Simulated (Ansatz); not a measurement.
Sb₂S₃ in space group Pnma (No. 62; Pearson symbol oP20), PBE+D3(BJ) (plane waves, PAW; program Ansatz). The conduction-band minimum lies at Γ, with 1 equivalent valley. Second derivatives d²E/dk² of the lowest band at one valley (eV·Å²), along Cartesian directions:

| direction | d²E/dk² |
|---|---|
| [100] | 28.12 |
| [010] | 13.04 |
| [001] | 4.310 |
| [110] | 20.62 |
| [101] | 16.24 |
| [011] | 8.760 |

Find the principal effective masses, the density-of-states mass and the conductivity mass.

Off-diagonal terms follow from H_xy = H[110] − (H_xx + H_yy)/2, and m*/mₑ = 7.620 eV·Å² over each eigenvalue: 0.27, 0.58, 1.8. One valley's DOS mass (m₁m₂m₃)^(1/3) = 0.65, conductivity mass 3/(Σ 1/mᵢ) = 0.50 mₑ.

What effective density of states Nc follows at 300 K for parabolic valleys?

Nc = 2.509e19 × 1 × (0.65)^(3/2) ≈ 1.3e19 cm⁻³.

The PBE+D3(BJ) relaxation kept the symmetry of its start. Spin–orbit coupling is left out wherever it is not named.

Potentials: the later of the program's two PAW sets.

Edges and masses are those of Kohn–Sham bands, whose gap is no quasiparticle gap.
